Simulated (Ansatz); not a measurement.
ZrO2 in space group P4_2/nmc (No. 137; Zr on 2a, O on 4d), r²SCAN in the plane-wave PAW code Ansatz. The conduction-band minimum lies at Γ, with 1 equivalent valley. Second derivatives d²E/dk² of the lowest band at one valley (eV·Å²), along Cartesian directions:

| direction | d²E/dk² |
|---|---|
| [100] | 12.03 |
| [010] | 12.03 |
| [001] | 3.422 |
| [110] | 12.03 |
| [101] | 7.728 |
| [011] | 7.728 |

Problem. Find the principal effective masses, the density-of-states mass and the conductivity mass.

Solution. Off-diagonal terms follow from H_xy = H[110] − (H_xx + H_yy)/2, and m*/mₑ = 7.620 eV·Å² over each eigenvalue: 0.63, 0.63, 2.2. One valley's DOS mass (m₁m₂m₃)^(1/3) = 0.96, conductivity mass 3/(Σ 1/mᵢ) = 0.83 mₑ.

Problem. What effective density of states Nc follows at 300 K for parabolic valleys?

Solution. Nc = 2.509e19 × 1 × (0.96)^(3/2) ≈ 2.4e19 cm⁻³.

This is a known high-temperature phase of the composition, computed here at zero pressure and temperature. Symmetry was held in the r²SCAN relaxation; whether a distortion lowers the energy is not shown. No spin polarisation was allowed. Spin–orbit coupling is left out wherever it is not named.

Potentials: the earlier of the program's two PAW sets.

Edges and masses are those of Kohn–Sham bands, whose gap is no quasiparticle gap.
